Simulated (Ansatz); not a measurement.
Input:

Be$_{3}$Ru:
```cif
data_Be3Ru
_chemical_formula_sum 'Be3 Ru1'
_space_group_name_H-M_alt 'P 1'
_space_group_IT_number 1
_cell_length_a 4.36259
_cell_length_b 4.36259
_cell_length_c 4.36259
_cell_angle_alpha 137.536
_cell_angle_beta 137.536
_cell_angle_gamma 61.615
loop_
_space_group_symop_operation_xyz
  'x, y, z'
loop_
_atom_site_label
_atom_site_type_symbol
_atom_site_fract_x
_atom_site_fract_y
_atom_site_fract_z
_atom_site_occupancy
Be1 Be 0.75000 0.25000 0.50000 1
Be2 Be 0.25000 0.75000 0.50000 1
Be3 Be 0.50000 0.50000 0.00000 1
Ru1 Ru 0.00000 0.00000 0.00000 1
```

This is the r²SCAN-relaxed structure.

**Question.** All from r²SCAN in the plane-wave PAW code Ansatz, unless another level is named. Estimate the formation energy from the elements (no fitted shifts).

**Answer.** -0.36 eV/atom.

**Question.** Predict the density of states at the Fermi level.

**Answer.** 0.07 states/eV per atom (mean over ±0.08 eV).

Space group I4/mmm. The workflow started from a Materials Project entry (that database holds measured and hypothetical structures alike); the Crystallography Open Database copy checked does not list it. With Be and Ru taken as one species the cell has the higher symmetry I4/mmm, so it may be an ordered model of a mixed-site phase. Whether it is the stable phase at ambient conditions was not checked. The cell was relaxed with r²SCAN under the symmetry of its start; its stability against distortions is not shown here. No spin polarisation was allowed. The references are the lowest solids computed at this level, not always the standard phases. Spin–orbit coupling is left out wherever it is not named.

Potentials: the later of the program's two PAW sets.
